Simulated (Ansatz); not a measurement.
An Ansatz (a first-principles code) run. Input:

Ansatz 0.2 input:
```yaml
crystal:
  lattice:
    - [2.8629653327, 0.0, 0.0]
    - [0.0, 2.8629653327, 0.0]
    - [0.0, 0.0, 2.8640276817]
  atoms:
    - { symbol: Al, position: [0.0, 0.0, 0.0] }
    - { symbol: Ni, position: [0.5, 0.5, 0.5] }
kpoints:
  mp_grid: { grid: [14, 14, 14] }
hamiltonian:
  xc: r2scan
  pseudopotentials: { kind: paw }
scf:
  occupations: { method: fermi_dirac, width: 0.1 }
phonons:
  method: dfpt
  response_accuracy: low
  eigenvectors: true
  rigid_motions: translations
```

Output (shortened):

```
Pseudopotential: Al, paw, valence charge 3
Pseudopotential: Ni, paw, valence charge 18
Functional definition: r2SCAN
Crystal: 2 atoms, lattice volume = 23.475 Å³
Basis set: ecut = 500 eV, 619 PW (Γ), exchange–correlation on 120×120×120 points (125 copies of the dense FFT grid, shifted against one another)
Bands: 15, of which v1, the nominal top of the filled ones, is band 11 counted from 1 (10 counted from 0)
Symmetry: 16 space group operations
k-points: 800 of 2744 (irreducible under 2 space group operations, time reversal used)
SCF iter   1: F=—  HF=-6387.013046 eV  |F-HF|=—  |Δ(HF+E_count)|=         —  Δρ=2.55e-2  dr2=1.17e-1  dr2_τ=5.90e-2  ethr=1.77e-3  ⟨swp⟩=4.8  Hψ=54906  notcnv=0
preconditioner: auto → none
SCF iter   2: F=—  HF=-6387.076405 eV  |F-HF|=—  |Δ(HF+E_count)|=   6.34e-2  Δρ=1.80e-2  dr2=3.74e-2  dr2_τ=7.08e-4  ethr=5.58e-4  ⟨swp⟩=3.0  Hψ=29892  notcnv=0  defer=39
SCF iter   3: F=—  HF=-6387.067391 eV  |F-HF|=—  |Δ(HF+E_count)|=   9.01e-3  Δρ=5.62e-3  dr2=5.74e-3  dr2_τ=2.30e-5  ethr=1.78e-4  ⟨swp⟩=2.2  Hψ=20158  notcnv=0  defer=39
SCF iter   4: F=—  HF=-6387.066485 eV  |F-HF|=—  |Δ(HF+E_count)|=   9.06e-4  Δρ=1.20e-3  dr2=1.39e-4  dr2_τ=4.59e-6  ethr=2.73e-5  ⟨swp⟩=1.1  Hψ=12501  notcnv=0  defer=39
SCF iter   5: F=—  HF=-6387.066530 eV  |F-HF|=—  |Δ(HF+E_count)|=   4.53e-5  Δρ=1.10e-3  dr2=1.80e-4  dr2_τ=9.24e-7  ethr=6.60e-7  ⟨swp⟩=2.1  Hψ=17561  notcnv=0  defer=39
SCF iter   6: F=—  HF=-6387.066520 eV  |F-HF|=—  |Δ(HF+E_count)|=   1.02e-5  Δρ=3.06e-4  dr2=1.18e-5  dr2_τ=7.05e-8  ethr=6.60e-7  ⟨swp⟩=2.0  Hψ=15533  notcnv=0  defer=39
SCF iter   7: F=—  HF=-6387.066512 eV  |F-HF|=—  |Δ(HF+E_count)|=   7.72e-6  Δρ=8.96e-5  dr2=9.51e-7  dr2_τ=1.48e-8  ethr=5.61e-8  ⟨swp⟩=1.2  Hψ=12499  notcnv=0  defer=39
SCF iter   8: F=—  HF=-6387.066511 eV  |F-HF|=—  |Δ(HF+E_count)|=   1.50e-6  Δρ=1.53e-5  dr2=2.88e-8  dr2_τ=6.33e-10  ethr=4.53e-9  ⟨swp⟩=2.0  Hψ=15573  notcnv=0  defer=39
SCF iter  10: F=-6387.066511 eV  HF=-6387.066511 eV  |F-HF|=4.55e-12  |Δ(HF+E_count)|=  7.09e-11  Δρ=1.96e-7  dr2=4.21e-12  dr2_τ=9.27e-14  ethr=1.00e-12  ⟨swp⟩=5.2  Hψ=62175  notcnv=0
SCF 1 converged in 10 iterations: F = -6387.066511 eV  dr2 = 4.21e-12
DFPT response loops at Γ: preconditioner auto → Kerker (q_TF=auto, 2.678 Å⁻¹) (partly filled bands, converged f_vac=0.000) …
SCF converged after 10 iterations
Free energy (F): -6387.066511 eV
Harris-Foulkes:  -6387.066511 eV  (|F-HF|=4.55e-12)
Internal energy: -6387.038513 eV  (E = F + TS)
E sigma→0 (E₀):  -6387.052512 eV
Entropy (-TS):   -0.027998 eV (-13.999 meV/atom)
Fermi energy:    14.158515 eV
--- Per-component energies (eV) ---
  E_band       = -355.884563
  E_kinetic    = 311.639316
  E_local      = -4429.250659  (includes V_loc(G=0)·N_el)
  E_nonlocal   = 652.121518
  E_hartree    = 1910.594992
  E_xc         = -117.371250
  E_vxc        = -151.364616  (∫ρ·V_xc dr)
  E_paw        = -2120.881782  (= ΣΔE_a)
  E_vpaw       = -570.656545  (= ΣTr[D̂ρ^β])
  E_aug_tail   = 0.000233  (compensation charges beyond the density's cutoff)
  E_vtau       = 10.436380  (kinetic-family band-sum trace: ∫τ·v_τ [+ j·A + Jᵃ·Aᵃ] dr)
  E_ewald      = -2593.530704
  E_core_change = -0.360177  (= ΣΔE_core)
  E_smearing   = -0.027998  (= −TS)
  E_closure    = 0.000000  (closes the sum)
  Σ components = -6387.066511   (vs F -6387.066511, Δ=0.00e0)
  [band-id]    e_kinetic+e_local+e_nonlocal+2·e_hartree+e_vxc+e_vpaw+e_augmentation_tail+e_vtau = -355.884389   (vs E_band -355.884563, Δ=1.74e-4)
--- Band table (eV; the first three rows and the last of 800) ---
  k-point 0: bands = ["-92.8369", "-51.7600", "-51.7600", "-51.7600", "2.2762", "10.7153", "10.7157", "12.5249", "12.5249", "12.5257", "20.0981", "20.1125", "20.1125", "22.6109", "22.6143"]
  k-point 1: bands = ["-92.8368", "-51.7613", "-51.7599", "-51.7599", "2.3765", "10.7056", "10.7403", "12.4814", "12.4814", "12.5303", "19.0129", "20.2441", "20.2441", "22.6205", "23.6161"]
  k-point 2: bands = ["-92.8365", "-51.7649", "-51.7596", "-51.7596", "2.6758", "10.6508", "10.8100", "12.3639", "12.3639", "12.5432", "17.3019", "20.6266", "20.6266", "22.6391", "25.0524"]
  k-point 799: bands = ["-92.8319", "-51.7816", "-51.7816", "-51.7815", "9.7601", "9.7603", "9.7603", "13.1483", "13.1494", "16.1461", "16.1469", "16.1469", "18.7788", "18.8893", "18.8893"]
--- Phonons (Γ-DFPT): 4 representative perturbations + reference, on 800 of 2744 k-points (Σ response iterations 20) ---
  ASR residual: 1.462e-4 → 0.000e0 eV/Å²; symmetrization residual: 2.508e-5 eV/Å²
  ASR residual per site (eV/Å²): 1.11e-4 1.46e-4
  Γ frequencies (cm⁻¹): 0.00 0.00 0.00 308.73 308.73 308.75
  non-analytic LO–TO correction: not included (Born effective charges unavailable; polar crystals: no LO–TO splitting at Γ)
```

Cost: about 5 core-minutes (a rough figure) on shared cores.

Space group Pm-3m (CsCl type). The r²SCAN relaxation kept the symmetry of its start; of distortions, only those at the zone centre were tested. The run is not spin-polarised. As this level gives no gap, phonon frequencies hold no LO–TO term and depend on the k-mesh and smearing (Fermi–Dirac, 0.1 eV here). Point labels and valley counts follow the cell and symmetry of the run, lower than the named group.

Potentials: the later of the program's two PAW sets.

Ansatz is a plane-wave DFT program.
